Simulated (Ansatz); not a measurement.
**Moving the pressure in NbCu**

The cell as given:

It takes space group Fm-3m (No. 225, cubic). Conventional cell: a = 5.124 Å, b = 5.124 Å, c = 5.124 Å, α = 90.00°, β = 90.00°, γ = 90.00°. Around Nb (site symmetry m-3m) lie 6 Cu at 2.56 Å. Cu (site symmetry m-3m) has 6 Nb at 2.56 Å as nearest neighbours.

The cell comes from a database or a generator and needn't be the stable form of this composition.

Kept alike: task relaxation of cell and atoms; functional PBEsol; k mesh 9 × 9 × 9; occupations fermi-dirac, width 0.05 eV; no spin polarisation. Program: Ansatz, Ansatz PAW, cutoff 420 eV. The mesh is that of the run's cell of 2 atoms. No spin-orbit coupling.

```tsv
pressure, P (GPa)	volume (Å³/atom)
0	16.169
2	15.973
5	?
10	15.301
20	14.629
```

The relaxations keep at least the cell's symmetry (Fm-3m). For a metal such a mesh leaves the last digits unconverged. Runs of this series that gave no sound value for these columns are left out. The runs follow the start's structure, whether or not it is the stable one at these pressures. All rows use potentials made for PBE.

Question: Fit the rows shown and predict the run at 5 GPa.

Answer: Murnaghan's form V = V0 (1 + B′P/B0)^(-1/B′) through the rows shown has V0 = 16.1683, B0 = 161.3 GPa and B′ = 4.15 (largest miss 0.0010); at P = 5 it gives 15.704 Å³/atom. The run gave: volume 15.705 Å³/atom.
